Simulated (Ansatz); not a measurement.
## Stress against strain in Bi

```
CELL_PARAMETERS angstrom
2.27300 1.31232 3.95400
-2.27300 1.31232 3.95400
0.00000 -2.62463 3.95400
ATOMIC_POSITIONS crystal
Bi 0.23389 0.23389 0.23389
Bi 0.76611 0.76611 0.76611
```

Atom numbers follow the list: Bi1, Bi2.

Structure: COD 9009658, as refined from experiment and not relaxed.

Spin–orbit coupling is left out, though it moves levels of the heavy atoms by tenths of an eV or more.

Method: DFT, LDA, all-electron LAPW, scalar-relativistic in Ansatz 0.2.0.

The runs use a Γ-centred 11×11×11 k mesh, Fermi–Dirac smearing of 0.03 eV, basis error target 0.25 meV/atom, no spin polarisation.

The strain is applied along the Cartesian axes of the cell as listed (the other components stay zero). Fractional coordinates are held (clamped ions).

σ is the change of stress from the unstrained cell, which is at -1.83 GPa; tension is positive, so slopes are stress–strain coefficients at that pressure. In a metal the k mesh adds noise.

Only quantities that a quadratic follows smoothly over the whole series are listed; rougher ones are left out.

```csv
εzz,σzz (GPa),σxx (GPa)
-0.0300,-1.72,-1.04
-0.0200,-1.12,-0.67
0.0000,0.00,0.00
0.0100,0.53,0.30
0.0200,1.03,0.59
0.0300,1.51,0.85
```

(1) Fit the series and read off the stiffness at zero strain.

(2) One run, at εzz = -0.0100, is withheld. Predict its row.

Answers

(1) Least-squares fits y = p0 + p1 x + p2 x² to the rows give σzz (GPa): p1 = 53.8, p2 = -120; σxx (GPa): p1 = 31.5, p2 = -100. So C33 = 54 GPa and C13 = 31 GPa, for these axes.

(2) The fits give -0.55, -0.33; the run gave -0.55, -0.32.
